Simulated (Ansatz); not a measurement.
Ansatz (a first-principles code) input:

Ansatz 0.2 input:
```yaml
crystal:
  lattice:
    - [0.0, 2.3256567248, 2.3256567248]
    - [2.3256567248, 0.0, 2.3256567248]
    - [2.3256567248, 2.3256567248, 0.0]
  atoms:
    - { symbol: Hf, position: [0.0, 0.0, 0.0] }
    - { symbol: C, position: [0.5, 0.5, 0.5] }
kpoints:
  mp_grid: { grid: [11, 11, 11] }
  band_path:
    path:
      - [[0.0, 0.0, 0.0], [0.5, 0.0, 0.5], [0.625, 0.25, 0.625]]  # Γ-X-U
      - [[0.375, 0.375, 0.75], [0.0, 0.0, 0.0], [0.5, 0.5, 0.5], [0.5, 0.25, 0.75], [0.5, 0.0, 0.5]]  # K-Γ-L-W-X
    npoints: 12
basis: { ecutwfc: 600, xc_grid: 2 }
hamiltonian:
  xc: pbe
  pseudopotentials: { azcp: { folder: ./paw }, kind: paw_fr }
magnetization: { noncollinear: true, spin_orbit: true }
scf:
  n_extra_bands: 12
  convergence: { dr2_threshold: 0.0000000001 }
  occupations: { method: gaussian, width: 0.05 }
output: { eigenvalues: true }
```

Output (shortened):

```
Pseudopotentials: kind: paw_fr
Pseudopotential: Hf, paw, valence charge 26
Pseudopotential: C, paw, valence charge 4
Functional definition: PBE
non-collinear run that drives no moment, with spin-orbit …
Crystal: 2 atoms, lattice volume = 25.157 Å³
Basis set: ecut = 600 eV, 869 PW (Γ), exchange–correlation on 54×54×54 points (8 copies of the dense FFT grid, shifted against one another)
Bands: 42, of which v1, the nominal top of the filled ones, is band 30 counted from 1 (29 counted from 0)
Symmetry: 48 space group operations + 48 with time reversal
k-points: 56 of 1331
Projection manifold: j_resolved (fully-relativistic pseudo-atomic orbitals)
Initial density: superposition of atomic densities (chi_scale 0.1, normalization cell, long waves kept (reshape's long-wave potential 0.00 eV rms))
Initial wavefunctions: pseudopotential atomic-orbital guess
Eigensolver: davidson
Functional: x = pbe(κ = 0.804, μ = 0.2195149727645171), c = pbe(β = 0.06672455060314922)
SCF iter   1: F=—  HF=-15994.314658 eV  |F-HF|=—  |Δ(HF+E_count)|=         —  Δρ=9.30e-2  dr2=3.03e0  dr2_m=0.00e0 (ungated)  ethr=3.10e-3  |M|=0.00e0 ∫|m|=0.00e0 μB  |m|>n=0.0e0 m-floor=0.0e0 τ_xc=0.0e0  β_m=0.30  ⟨swp⟩=5.4  Hψ=5040  notcnv=0  defer=22
all-band conjugate gradients solve this SCF's bands
preconditioner: auto → none
SCF iter   2: F=—  HF=-15993.632800 eV  |F-HF|=—  |Δ(HF+E_count)|=   6.82e-1  Δρ=3.06e-2  dr2=8.30e-2  dr2_m=0.00e0 (ungated)  ethr=3.10e-3  |M|=0.00e0 ∫|m|=0.00e0 μB  |m|>n=0.0e0 m-floor=0.0e0 τ_xc=0.0e0  β_m=0.30  ⟨swp⟩=3.0  Hψ=2002  notcnv=0  defer=274
preconditioner: auto → Kerker (q_TF=auto, 2.810 Å⁻¹)
spin=Noncollinear: Kerker preconditioning applied to the charge; magnetization (m_x, m_y, m_z) channels mix plain (no charge-response kernel on spin).
SCF iter   3: F=—  HF=-15993.630109 eV  |F-HF|=—  |Δ(HF+E_count)|=   2.69e-3  Δρ=2.31e-2  dr2=4.92e-2  dr2_m=0.00e0 (ungated)  ethr=2.77e-4  |M|=0.00e0 ∫|m|=0.00e0 μB  |m|>n=0.0e0 m-floor=0.0e0 τ_xc=0.0e0  β_m=0.53  ⟨swp⟩=2.2  Hψ=2096  notcnv=0  defer=272
SCF iter   4: F=—  HF=-15993.641054 eV  |F-HF|=—  |Δ(HF+E_count)|=   1.09e-2  Δρ=1.10e-2  dr2=1.33e-2  dr2_m=0.00e0 (ungated)  ethr=1.64e-4  |M|=0.00e0 ∫|m|=0.00e0 μB  |m|>n=0.0e0 m-floor=0.0e0 τ_xc=0.0e0  β_m=0.50  ⟨swp⟩=3.0  Hψ=1980  notcnv=0  defer=274
SCF iter   5: F=—  HF=-15993.639553 eV  |F-HF|=—  |Δ(HF+E_count)|=   1.50e-3  Δρ=2.43e-3  dr2=8.50e-4  dr2_m=0.00e0 (ungated)  ethr=4.42e-5  |M|=0.00e0 ∫|m|=0.00e0 μB  |m|>n=0.0e0 m-floor=0.0e0 τ_xc=0.0e0  β_m=0.67  ⟨swp⟩=2.0  Hψ=1929  notcnv=0  defer=274
SCF iter   6: F=—  HF=-15993.639489 eV  |F-HF|=—  |Δ(HF+E_count)|=   6.43e-5  Δρ=5.29e-4  dr2=5.11e-5  dr2_m=0.00e0 (ungated)  ethr=2.83e-6  |M|=0.00e0 ∫|m|=0.00e0 μB  |m|>n=0.0e0 m-floor=0.0e0 τ_xc=0.0e0  β_m=0.84  ⟨swp⟩=2.0  Hψ=1851  notcnv=0  defer=274
SCF iter   7: F=—  HF=-15993.639520 eV  |F-HF|=—  |Δ(HF+E_count)|=   3.08e-5  Δρ=1.08e-4  dr2=2.76e-6  dr2_m=0.00e0 (ungated)  ethr=1.70e-7  |M|=0.00e0 ∫|m|=0.00e0 μB  |m|>n=0.0e0 m-floor=0.0e0 τ_xc=0.0e0  β_m=0.92  ⟨swp⟩=2.0  Hψ=1884  notcnv=0  defer=274
SCF iter   8: F=—  HF=-15993.639509 eV  |F-HF|=—  |Δ(HF+E_count)|=   1.04e-5  Δρ=2.88e-5  dr2=1.54e-7  dr2_m=0.00e0 (ungated)  ethr=9.19e-9  |M|=0.00e0 ∫|m|=0.00e0 μB  |m|>n=0.0e0 m-floor=0.0e0 τ_xc=0.0e0  β_m=0.96  ⟨swp⟩=2.0  Hψ=1886  notcnv=0  defer=274
SCF iter  11: F=-15993.639509 eV  HF=-15993.639509 eV  |F-HF|=1.09e-11  |Δ(HF+E_count)|=  8.55e-11  Δρ=2.09e-7  dr2=6.12e-12  dr2_m=0.00e0 (ungated)  ethr=1.00e-12  |M|=0.00e0 ∫|m|=0.00e0 μB  |m|>n=0.0e0 m-floor=0.0e0 τ_xc=0.0e0  ⟨swp⟩=8.7  Hψ=4139  notcnv=0
SCF 1 converged in 11 iterations: F = -15993.639509 eV  dr2 = 6.12e-12
NSCF: frozen V_eff on 74 k-points
SCF converged after 11 iterations
Magnetization: |M| = 0.0000 μB,  M = (+0.0000, +0.0000, +0.0000) μB
Absolute magnetization: 0.0000 μB (∫|m|)
  site 0: m = (+0.0000, +0.0000, +0.0000) μB, |m| = 0.0000 μB  (R = 0.96 Å)
  site 1: m = (+0.0000, +0.0000, +0.0000) μB, |m| = 0.0000 μB  (R = 0.96 Å)
Free energy (F): -15993.639509 eV
Harris-Foulkes:  -15993.639509 eV  (|F-HF|=1.09e-11)
Internal energy: -15993.638518 eV  (E = F + TS)
E sigma→0 (E₀):  -15993.639014 eV
Entropy (-TS):   -0.000991 eV (-0.496 meV/atom)
Fermi energy:    18.680110 eV
--- Per-component energies (eV) ---
  E_band       = 63.714628
  E_kinetic    = 491.034834
  E_local      = -6230.898480  (includes V_loc(G=0)·N_el)
  E_nonlocal   = 91.607714
  E_hartree    = 3052.351993
  E_xc         = -313.248094
  E_vxc        = -312.587077  (∫ρ·V_xc dr)
  E_paw        = -7822.532341  (= ΣΔE_a)
  E_vpaw       = -80.146340  (= ΣTr[D̂ρ^β])
  E_aug_tail   = 0.000023  (compensation charges beyond the density's cutoff)
  E_ewald      = -5261.954167
  E_smearing   = -0.000991  (= −TS)
  E_closure    = 0.000000  (closes the sum)
  Σ components = -15993.639509   (vs F -15993.639509, Δ=0.00e0)
  [band-id]    e_kinetic+e_local+e_nonlocal+2·e_hartree+e_vxc+e_vpaw+e_augmentation_tail = 63.714659   (vs E_band 63.714628, Δ=3.09e-5)
--- Band table (eV; the first three rows and the last of 56) ---
  k-point 0: bands = ["-42.4941", "-42.4941", "-16.6674", "-16.6674", "-8.8345", "-8.8345", "-8.8345", "-8.8345", "6.2212", "6.2212", "6.6282", "6.6282", "6.6282", "6.6282", "6.6367", "6.6367", "8.3268", "8.3268", "8.3666", "8.3666", "8.3892", "8.3892", "8.3892", "8.3892", "19.4659", "19.4659", "19.6479", "19.6479", "19.6479", "19.6479", "19.8099", "19.8099", "19.8099", "19.8099", "20.1049", "20.1049", "21.9586", "21.9586", "21.9586", "21.9586", "25.3121", "25.3121"]
  k-point 1: bands = ["-42.4908", "-42.4908", "-16.6800", "-16.6800", "-8.8860", "-8.8860", "-8.8411", "-8.8411", "6.4141", "6.4141", "6.6293", "6.6293", "6.6366", "6.6366", "6.6408", "6.6408", "8.3315", "8.3315", "8.3670", "8.3670", "8.3882", "8.3882", "8.3890", "8.3890", "18.3439", "18.3439", "18.6840", "18.6840", "18.7114", "18.7114", "20.2631", "20.2631", "20.2650", "20.2650", "20.7013", "20.7013", "22.8861", "22.8861", "22.8941", "22.8941", "25.7704", "25.7704"]
  k-point 2: bands = ["-42.4822", "-42.4822", "-16.7138", "-16.7138", "-9.0200", "-9.0200", "-8.8585", "-8.8585", "6.6012", "6.6012", "6.6324", "6.6324", "6.6363", "6.6363", "7.0293", "7.0293", "8.3475", "8.3475", "8.3687", "8.3687", "8.3858", "8.3858", "8.3913", "8.3913", "16.7419", "16.7419", "17.5147", "17.5147", "17.5681", "17.5681", "20.8599", "20.8599", "20.9041", "20.9041", "21.2320", "21.2320", "24.6257", "24.6257", "24.6509", "24.6509", "26.7888", "26.7888"]
  k-point 55: bands = ["-42.4405", "-42.4405", "-16.8708", "-16.8708", "-9.3592", "-9.3592", "-9.1967", "-9.1967", "6.6236", "6.6236", "6.6327", "6.6327", "6.6448", "6.6448", "8.2609", "8.2609", "8.3677", "8.3677", "8.3776", "8.3776", "8.3892", "8.3892", "9.0176", "9.0176", "15.1632", "15.1632", "15.7207", "15.7207", "16.2148", "16.2148", "21.7129", "21.7129", "22.6680", "22.6680", "25.1841", "25.1841", "25.8531", "25.8531", "26.9102", "26.9102", "31.4999", "31.4999"]
  band table: 42 of 42 bands, residual norms ≤ 1.0e-3 eV
```

Cost: roughly 23 core-seconds on shared cores.

Space group Fm-3m (rock salt). Symmetry was held in the PBE relaxation. The run is not spin-polarised.

Potentials: the earlier of the program's two PAW sets.

Ansatz is a plane-wave DFT program.
